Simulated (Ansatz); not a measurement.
Start of a relaxation of Be2ZnTe2Se:

```
Be Zn Te Se
1.0
     4.25157    0.00000    0.00000
    -2.12579    3.68197    0.00000
     0.00000    0.00000    5.37067
Be Zn Te Se
2 1 2 1
Direct
  0.33333 0.66667 0.50000
  0.66667 0.33333 0.50000
  0.00000 0.00000 0.50000
  0.00000 0.00000 0.69904
  0.00000 0.00000 0.30096
  0.00000 0.00000 0.00000
```

Computed with DFT PBE, scalar-relativistic, plane waves, PAW (Ansatz). Cutoff 420 eV, Gaussian smearing, Γ-centred meshes. Cell and atoms relax first on a coarse mesh and then on a finer one. In between, the cell is made exact in the group found at 0.06 Å. In metals the finer mesh still leaves noise of several meV/atom or more. The steps can't lower the symmetry of their start. No spin polarisation.

A guess keeps its type if space group and coordination stay and the shape of the cell changes little (axis ratios within about 15 %, angles within 6°); the volume may change.

Question: Does this structure survive the relaxation?

Answer: It doesn't keep its type. The symmetry stays P6/mmm (No. 191). The volume per atom grows by 67.6 %, from 14.0 to 23.5 Å³. The shortest distance goes from 1.07 Å (Zn–Te) to 2.24 Å (Be–Zn and Be–Be). The ratio c/a of the conventional cell changes by a factor of 2.21. Counting neighbours within 15 % of an atom's shortest distance, the start has Be 12, Se 2, Te 1, Zn 2 and the end Be 6, Se 2, Te 2, Zn 6. In detail, at the end around Be lie 3 Be at 2.24 Å and 3 Zn at 2.24 Å; Zn is surrounded by 6 Be at 2.24 Å and 2 Te at 2.79 Å; around Te lie 1 Se at 2.63 Å and 1 Zn at 2.79 Å; Se has 2 Te at 2.63 Å.

```
Be Zn Te Se
1.0
     3.87614    0.00000    0.00000
    -1.93807    3.35684    0.00000
     0.00000    0.00000   10.82870
Be Zn Te Se
2 1 2 1
Direct
  0.33333 0.66667 0.50000
  0.66667 0.33333 0.50000
  0.00000 0.00000 0.50000
  0.00000 0.00000 0.75757
  0.00000 0.00000 0.24243
  0.00000 0.00000 0.00000
```

The last run used a 12×12×4 mesh (in the run's order of axes) for its 6-atom cell and Gaussian smearing of 0.10 eV. Spin–orbit coupling, which can matter for Te, is left out. Symmetry constrained the relaxation, so the result can be a saddle point. Another cell of Be2ZnTe2Se relaxed alike, in I4/mmm, lies 0.64 eV/atom lower, so this cell isn't the stable form at this level.
